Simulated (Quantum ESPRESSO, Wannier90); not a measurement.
**TaRh$_{3}$ (Cu3Au type), plane waves to Wannier functions**

```
begin unit_cell_cart
ang
    3.8697800000    0.0000000000    0.0000000000
    0.0000000000    3.8697800000    0.0000000000
    0.0000000000    0.0000000000    3.8697800000
end unit_cell_cart
begin atoms_frac
Ta   0.0000000000  0.0000000000  0.0000000000
Rh   0.0000000000  0.5000000000  0.5000000000
Rh   0.5000000000  0.0000000000  0.5000000000
Rh   0.5000000000  0.5000000000  0.0000000000
end atoms_frac
```

Cell from Materials Project (mp-1020), symmetrised, no further relaxation. COD (Crystallography Open Database) has an entry of this formula and space group (matched by these alone). Method: PBEsol plane waves in Quantum ESPRESSO 7.5 (PseudoDojo norm-conserving files, 71 Ry, no spin polarisation, no spin-orbit coupling), Bloch states on a 4×4×4 mesh through Γ, Wannier90 4.0.1. Density: 12×12×12 mesh, cold smearing 0.01 Ry. Spin-orbit coupling is left out although heavy elements are present.

A tight-binding model is made by disentanglement and projection with no localisation steps (num_iter = 0), so the 36 orbitals stay atom-like: hydrogen-like Ta: s;p;d; Rh: s;p;d, axes along x, y, z; frozen window up to 1.50 eV relative to the Fermi level. It follows pw.x to 33 meV rms for states up to 1.0 eV relative to the Fermi level. Matrix elements depend on this choice of orbitals and windows.

**Question.** What are the on-site energies relative to the Fermi level, and how fast do the hoppings decay?

**Answer.** 
```csv
atom,orbitals,energy (eV)
Ta1,s,8.15
Ta1,pz px py,15.66
Ta1,dz2 dx2-y2,2.08
Ta1,dxz dyz dxy,2.28
Rh2,s,7.76
Rh2,pz py,13.52
Rh2,px,13.76
Rh2,dz2,-1.99
Rh2,dxz dxy,-1.94
Rh2,dyz,-2.10
Rh2,dx2-y2,-1.89
Rh3,s,7.76
Rh3,pz px,13.52
Rh3,py,13.76
Rh3,dz2,-1.99
Rh3,dxz,-2.10
Rh3,dyz dxy,-1.94
Rh3,dx2-y2,-1.89
Rh4,s,7.76
Rh4,pz,13.76
Rh4,px py,13.52
Rh4,dz2,-1.84
Rh4,dxz dyz,-1.94
Rh4,dx2-y2,-2.05
Rh4,dxy,-2.10
```

```
distance of the centres (Å)  largest modulus (eV)
---------------------------  --------------------
2–3                                           1.9
3–4                                          0.20
4–5                                          0.22
5–6                                          0.24
6–7                                          0.14
```
